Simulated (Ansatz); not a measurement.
Consider the following.

Ni:
```
Ni
1.0
    0.00000     1.73158     1.73158
    1.73158     0.00000     1.73158
    1.73158     1.73158     0.00000
Ni
1
Direct
  0.00000   0.00000   0.00000
```
Starting moments (μB, in the order of the atoms Ni): 0.7.

This is the PBEsol-relaxed structure.

Question: All from the program Ansatz at the PBEsol level (PAW), unless another level is named. Estimate the Hill bulk and shear moduli.

Answer: 230 and 109 GPa.

Question: What about the elastic constants (relaxed ions, GPa)?

Answer: C11 = 319, C12 = 186, C44 = 152.

Space group Fm-3m (fcc (Cu type)). The cell was relaxed with PBEsol under the symmetry of its start. The final state is ferromagnetic, chosen from 3 collinear starts compared on coarse meshes (ties went to the first, and starts can fall back to one state), not a proven ground state. Textbook magnetic order: ferromagnetic. As this level gives no gap, shear constants depend on the k-mesh and smearing (Fermi–Dirac, 0.1 eV here). On the denser mesh and wider smearing of the elastic run this cell carries a stress of 0.3 GPa.

Potentials: the later of the program's two PAW sets.
